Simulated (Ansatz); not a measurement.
Co$_{3}$BPt in space group Pm-3m (No. 221; Co on 3c, Pt on 1a, B on 1b) under volume change, PBEsol (plane waves, PAW; program Ansatz), scaled uniformly.

| V (Å³/atom) | E − E(relaxed) (meV/atom) | P (GPa) |
|---|---|---|
| 9.838 | 74.6 | 26.40 |
| 10.163 | 31.6 | 16.34 |
| 10.487 | 7.6 | 7.63 |
| 10.811 | 0.0 | 0.00 |
| 11.136 | 6.8 | -6.53 |
| 11.460 | 25.7 | -11.98 |
| 11.784 | 54.7 | -16.53 |

Task: What does a third-order Birch–Murnaghan fit give for V₀, B₀ and B′?

Result: V₀ = 10.81 Å³/atom, B₀ = 231 GPa, B′ = 4.1.

The start of the workflow was typed in or built on a structure type; neither database checked (COD, Materials Project) lists it. Whether it is the stable phase at ambient conditions was not checked. The cell was relaxed with PBEsol under the symmetry of its start; whether a distortion lowers the energy is not shown. Magnetic state: ferromagnetic, chosen from 4 collinear starts compared on coarse meshes (ties went to the first, and starts can fall back to one state), not a proven ground state. Spin–orbit coupling is left out wherever it is not named.

Potentials: the earlier of the program's two PAW sets. The files were generated under PBE; for other functionals the program regenerates the frozen cores, and for LDA and PBEsol the local potential too.
